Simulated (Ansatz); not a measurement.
**LuTl$_{2}$ClO$_{4}$: reading a single point**

```yaml
crystal:
  lattice:
    - [3.83520, 0.00000, 0.00000]
    - [0.00000, 3.83520, 0.00000]
    - [0.00000, 0.00000, 8.88380]
  atoms:
    - { symbol: Cl, position: [0.00000, 0.00000, 0.50000] }
    - { symbol: Lu, position: [0.00000, 0.00000, 0.00000] }
    - { symbol: O, position: [0.50000, 0.00000, 0.84800] }
    - { symbol: O, position: [0.00000, 0.50000, 0.84800] }
    - { symbol: O, position: [0.50000, 0.00000, 0.15200] }
    - { symbol: O, position: [0.00000, 0.50000, 0.15200] }
    - { symbol: Tl, position: [0.50000, 0.50000, 0.71930] }
    - { symbol: Tl, position: [0.50000, 0.50000, 0.28070] }
```

Method: r2SCAN, no spin polarisation; PAW, plane waves to 500 eV, 9×9×4 Γ-centred mesh, fermi-dirac occupations (width 0.1 eV) (Ansatz 0.2.0), atoms fixed.

Task: Describe some of the short contacts.

Result: O–Tl at 2.23 Å: least valence density 0.51 e/Å³ and ELF 0.18 there. Lu–O at 2.35 Å: least valence density 0.36 e/Å³ and ELF 0.13 there. Cl–Tl at 3.34 Å: least valence density 0.09 e/Å³ and ELF 0.07 there. These are pseudo-fields; inside the PAW spheres they differ from the all-electron ones.

Task: Give the Bader charges.

Result: Bader charges in e: Lu +2.28, Tl +1.45, Cl -0.65, O -1.13. In the mean Lu gives up most and O takes most.

Task: Is the cell too large or too small?

Result: The pressure is -2.3 GPa (compression positive), so with the atoms held at these fractions the cell would first shrink; the forces are large, so a full relaxation may end otherwise. The principal stresses -7.1, 0.1, 0.1 GPa differ, so its shape would change too.

Task: Is it stable against the elements?

Result: -1.50 eV an atom against the elements' usual phases (free molecules for gases, crystals otherwise, with no correction for O₂ or N₂), so it is bound against them; other compounds may still compete. Relaxing would lower it.

Task: Metal or insulator?

Result: It is a metal, with about 2.5 states/eV a cell as the mean within 0.25 eV of the Fermi level, mostly O p (78 %).

Origin: a known structure type with other elements, at an estimated volume, so it need not be a known compound. Caveats: many states at the Fermi level without spin polarisation, so a magnetic state may lie lower.
